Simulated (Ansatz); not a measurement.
Sc:
```
CELL_PARAMETERS angstrom
      3.27723     0.00000     0.00000
     -1.63862     2.83817     0.00000
      0.00000     0.00000     5.08212
ATOMIC_POSITIONS crystal
  Sc 0.33333 0.66667 0.25000
  Sc 0.66667 0.33333 0.75000
```

Relaxed with PBEsol. Special points in fractions of this cell's reciprocal vectors: Γ (0.000, 0.000, 0.000); M (0.500, 0.000, 0.000); K (0.333, 0.333, 0.000); A (0.000, 0.000, 0.500); L (0.500, 0.000, 0.500); H (0.333, 0.333, 0.500).

Problem. List the band energies nearest the Fermi level at these points for PBEsol in the plane-wave PAW code Ansatz.

Solution. In eV from the Fermi level; about four levels below and three above (degenerate sets whole), none deeper than 8.9 eV; points with the same levels are listed once.

| k | below | above |
|---|---|---|
| Γ | -5.20 -1.69 | 0.75 1.64 1.64 |
| M | -1.65 -1.11 -0.72 -0.33 | 1.35 1.37 1.96 |
| K | -0.73 -0.73 -0.63 -0.56 | 1.06 1.06 2.22 |
| A | -3.60 -3.60 | 1.02 1.02 1.54 1.54 1.54 1.54 |
| L | -1.54 -1.54 | 0.08 0.08 1.35 1.35 |
| H | -0.43 -0.43 -0.15 -0.15 | 0.30 0.30 2.49 2.49 |

Space group P6_3/mmc (hcp (Mg type)). Symmetry was held in the PBEsol relaxation; of distortions, only those at the zone centre were tested. The workflow began spin-polarised and lost its moments.

Potentials: the earlier of the program's two PAW sets.
